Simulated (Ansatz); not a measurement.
Input:

Tl:
```yaml
crystal:
  lattice:
    - [-3.10810, 3.10810, 1.63520]
    - [3.10810, -3.10810, 1.63520]
    - [3.10810, 3.10810, -1.63520]
  atoms:
    - { symbol: Tl, position: [0.75000, 0.25000, 0.50000] }
    - { symbol: Tl, position: [0.00000, 0.00000, 0.00000] }
```

This is the r²SCAN-relaxed structure.

Q: All from r²SCAN (plane waves, PAW; program Ansatz), unless another level is named. Give the density of states at the Fermi level.

A: 0.56 states/eV per atom (mean over ±0.08 eV).

Q: Next, the gap with spin–orbit coupling?

A: none (metallic).

Space group I4_1/amd (β-Sn type). The cell is a constructed one: a structure type filled with these elements; neither database checked (COD, Materials Project) lists it. It is not the phase usual at ambient conditions (space group No. 194). Symmetry was held in the r²SCAN relaxation; of distortions, only those at the zone centre were tested. Scalar-relativistic: spin–orbit coupling is off unless named, which matters more the heavier the elements.

Potentials: the later of the program's two PAW sets.
